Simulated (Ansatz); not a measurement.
## Two states of RbVF₃

```xyz
10
Lattice="4.1876 0.0000 4.1876 0.0000 4.1876 0.0000 4.1876 0.0000 -4.1876" Properties=species:S:1:pos:R:3 pbc="T T T"
Rb    0.0000    0.0000    0.0000
Rb    4.1876    0.0000    0.0000
F     2.0938    2.0938    0.0000
F     6.2814    2.0938    0.0000
F     4.1876    2.0938   -2.0938
F     4.1876    2.0938    2.0938
F     2.0938    0.0000   -2.0938
F     2.0938    0.0000    2.0938
V     2.0938    2.0938   -2.0938
V     2.0938    2.0938    2.0938
```

The numbers come from plane-wave PAW DFT (Ansatz): r2SCAN, 500 eV, 3×4×3 (shifted by 0.5, 0.5, 0.5 steps) k points, methfessel-paxton occupations (width 0.1418 eV). Nothing was relaxed.

State A: V9 up, V10 down (collinear spin). State B: V9 up, V10 up (collinear spin).

Task: Which state is lower, and how do they differ?

Result: State A is lower by 5.5 meV an atom at zero smearing.

```json
{"state": "A", "free energy (meV/atom)": "0.0", "largest moment in a small sphere (μB)": "2.27", "net moment (μB/cell)": "0.00", "gap on mesh (eV)": "2.73", "pressure (GPa)": "-0.8", "largest force (eV/Å)": "0.00"}
{"state": "B", "free energy (meV/atom)": "5.5", "largest moment in a small sphere (μB)": "2.28", "net moment (μB/cell)": "6.00", "gap on mesh (eV)": "2.23", "pressure (GPa)": "-0.5", "largest force (eV/Å)": "0.00"}
```

Origin: a database entry at a rescaled volume. Caveats: the mesh misses a band edge that the path finds; an odd or shifted mesh can miss the band edges, so this level's true gap may be smaller.
